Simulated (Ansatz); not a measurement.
LiW$_{3}$N$_{3}$: relaxed-ion elastic tensor

Computed with DFT PBE, scalar-relativistic, plane waves, PAW (Ansatz). Plane waves to 420 eV; Γ-centred k mesh 10×10×10; Fermi-Dirac smearing of 0.15 eV. No spin polarisation.

Relaxed structure:
```yaml
crystal:
  lattice:
    - [4.17388, 0.00000, 0.00000]
    - [0.00000, 4.17388, 0.00000]
    - [0.00000, 0.00000, 4.17388]
  atoms:
    - { symbol: Li, position: [0.00000, 0.00000, 0.00000] }
    - { symbol: W, position: [0.00000, 0.50000, 0.50000] }
    - { symbol: W, position: [0.50000, 0.00000, 0.50000] }
    - { symbol: W, position: [0.50000, 0.50000, 0.00000] }
    - { symbol: N, position: [0.50000, 0.00000, 0.00000] }
    - { symbol: N, position: [0.00000, 0.50000, 0.00000] }
    - { symbol: N, position: [0.00000, 0.00000, 0.50000] }
```

The cell was found from a structure generator's guess, not taken from experiment. In a metal, frequencies and elastic constants depend on the k mesh and the smearing, soft modes and shear constants most. Spin–orbit coupling is left out, which matters for heavy elements.

(1) Give the relaxed-ion elastic constants (GPa, Voigt order xx yy zz yz xz xy, on the Cartesian axes of the cell above).

(2) Is the crystal stable against homogeneous strain?

(3) And the moduli of a polycrystal (Hill averages)?

Results:

(1)
C11 = 718.3, C12 = 129.8, C13 = 129.8, C22 = 718.3, C23 = 129.8, C33 = 718.3, C44 = 163.2, C55 = 163.2, C66 = 163.2 GPa; the others vanish.

(2) Yes: the least eigenvalue of the tensor is 163.2 GPa.

(3) B = 326 GPa, G = 207 GPa, E = 513 GPa, ν = 0.24.
